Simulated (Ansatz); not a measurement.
A plane-wave DFT run in Ansatz 0.2.0 (scalar-relativistic PAW potentials unless the input names others): input and command.

```yaml
crystal:
  lattice:
    - [0.0, 2.1723378685, 2.1723378685]
    - [2.1723378685, 0.0, 2.1723378685]
    - [2.1723378685, 2.1723378685, 0.0]
  atoms:
    - { symbol: Ga, position: [0.0, 0.0, 0.0] }
    - { symbol: "N", position: [0.75, 0.75, 0.75] }
basis:
  ecutwfc: 420
kpoints:
  mp_grid: { grid: [12, 12, 12], shift: [0.5, 0.5, 0.5] }
hamiltonian:
  xc: lda
scf:
  occupations: { method: fixed }
  n_extra_bands: 8
output:
  forces: true
  eigenvalues: true
  stress: true
```

```bash
ansatz run input.yaml --threads 1 --pin off --max-ram 3072MiB --backend cpu --events-out ev --progress --plain --runs-dir out
```

Abridged log:
```
Warning: crystal.symmetry: narrowed to the stabiliser of the k-point mesh — unitary ops 24 → 6; excluded 18 operations that carry a point of the 12×12×12 mesh (shift [0.5, 0.5, 0.5]) off the mesh (the run samples exactly the mesh kpoints.mp_grid names, as under crystal.symmetry.detect: false, and its converged state has the mesh's symmetry, not the crystal's; ε∞, the Born charges and the force constants of a linear response (`dielectric:` by the response, `phonons.method: dfpt`) are averaged over those of the crystal's operations that the state keeps within a tolerance, where `mesh_tensors`, ` ...
Basis set: ecut = 420 eV, 411 PW (Γ)
Bands: 17, of which v1, the nominal top of the filled ones, is band 9 counted from 1 (8 counted from 0)
Symmetry: 6 space group operations
k-points: 182 of 1728 (time reversal used)
SCF iter   1: F=—  HF=-4082.008118 eV  |F-HF|=—  |Δ(HF+E_count)|=         —  Δρ=1.25e-2  dr2=2.86e-2  ethr=1.77e-3  ⟨swp⟩=4.7  Hψ=13500  notcnv=0  defer=940
SCF iter   2: F=—  HF=-4082.000317 eV  |F-HF|=—  |Δ(HF+E_count)|=   7.80e-3  Δρ=5.45e-3  dr2=3.67e-3  ethr=1.59e-4  ⟨swp⟩=2.0  Hψ=4922  notcnv=0  defer=1092
SCF iter   3: F=—  HF=-4081.999117 eV  |F-HF|=—  |Δ(HF+E_count)|=   1.20e-3  Δρ=1.65e-3  dr2=2.23e-4  ethr=2.04e-5  ⟨swp⟩=2.1  Hψ=3409  notcnv=0  defer=1092
SCF iter   4: F=—  HF=-4081.999030 eV  |F-HF|=—  |Δ(HF+E_count)|=   8.66e-5  Δρ=5.73e-4  dr2=2.17e-5  ethr=1.24e-6  ⟨swp⟩=2.9  Hψ=4423  notcnv=0  defer=1082
SCF iter   5: F=—  HF=-4081.999016 eV  |F-HF|=—  |Δ(HF+E_count)|=   1.45e-5  Δρ=3.97e-5  dr2=1.52e-7  ethr=1.20e-7  ⟨swp⟩=2.0  Hψ=4062  notcnv=0  defer=559
SCF iter   6: F=-4081.999016 eV  HF=-4081.999016 eV  |F-HF|=5.21e-9  |Δ(HF+E_count)|=   2.44e-8  Δρ=6.72e-6  dr2=3.88e-9  ethr=5.56e-10  ⟨swp⟩=8.2  Hψ=16413  notcnv=0
SCF 1 converged in 6 iterations: F = -4081.999016 eV  dr2 = 3.88e-9
SCF converged after 6 iterations
Free energy (F): -4081.999016 eV
Harris-Foulkes:  -4081.999016 eV  (|F-HF|=5.21e-9)
Internal energy: -4081.999016 eV  (E = F + TS)
E sigma→0 (E₀):  -4081.999016 eV
Fermi energy:    11.036083 eV
--- Forces (eV/Å), atoms counted from 1 ---
  atom   1  Ga     0.00002310     0.00002310     0.00002310
  atom   2  N     -0.00002290    -0.00002290    -0.00002290
--- Stress (GPa, compression-positive) ---
       17.999402       0.000216       0.000216
        0.000216      17.999402       0.000216
        0.000216       0.000216      17.999402
  P = ⅓ Tr σ = 17.9994 GPa (179.994 kbar)
```

Apart from outputs and the relaxation, which only the reference makes, the input differs from a reference run on usual settings in kpoints.mp_grid.shift: not typed → [0.5, 0.5, 0.5]; scf.n_extra_bands: not typed → 8. The reference, at the same geometry, ended its own course with pressure 18.00 GPa, largest force 0.000 eV/Å, gap on the mesh 2.45 eV. This run converged in 6 SCF iterations with an energy at zero smearing 0.02 meV/atom below the reference's, pressure 18.00 GPa, largest force 0.000 eV/Å, gap on the mesh 2.65 eV.

Time: 3.8 s on 1 thread of Intel(R) Xeon(R) Platinum 8488C (Sapphire Rapids) (shared host), peak memory 0.4 GiB.